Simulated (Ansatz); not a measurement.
Mn3RhN:
```
CELL_PARAMETERS angstrom
      3.70561     0.00000     0.00000
      0.00000     3.70561     0.00000
      0.00000     0.00000     3.70561
ATOMIC_POSITIONS crystal
  Rh 0.00000 0.00000 0.00000
  Mn 0.00000 0.50000 0.50000
  Mn 0.50000 0.00000 0.50000
  Mn 0.50000 0.50000 0.00000
  N  0.50000 0.50000 0.50000
```

Relaxed with PBEsol. Special points in fractions of this cell's reciprocal vectors: Γ (0.000, 0.000, 0.000); X (0.000, 0.500, 0.000); M (0.500, 0.500, 0.000); R (0.500, 0.500, 0.500).

Task: List the band energies nearest the Fermi level at these points for DFT-PBEsol in the program Ansatz with PAW potentials.

Result: In eV from the Fermi level; about four levels below and three above (degenerate sets whole), none deeper than 8.9 eV; points with the same levels are listed once.

```json
[
 {"k": "Γ", "below": "-1.99 -1.99 -1.99 -0.50 -0.50", "above": "0.62 0.62 1.01 1.01 1.01"},
 {"k": "X", "below": "-0.95 -0.47 -0.40 -0.40", "above": "0.12 0.42 0.72 0.72"},
 {"k": "M", "below": "-0.53 -0.53 -0.52 -0.29", "above": "0.03 1.07 1.42"},
 {"k": "R", "below": "-1.54 -1.54 -1.54 -0.04 -0.04 -0.04", "above": "0.41 0.41 0.41"}
]
```

Space group Pm-3m (anti-perovskite). The workflow started from an entry of the Crystallography Open Database (COD). Whether it is the stable phase at ambient conditions was not checked. The cell was relaxed with PBEsol under the symmetry of its start; whether a distortion lowers the energy is not shown. The workflow began spin-polarised and lost its moments. The volume moved by -17 % from the start of the relaxation. The volume fell by over 15 % from the filed cell, which may lack light atoms or belong to other conditions. Scalar-relativistic: spin–orbit coupling is off unless named, which matters more the heavier the elements.

Potentials: the later of the program's two PAW sets.
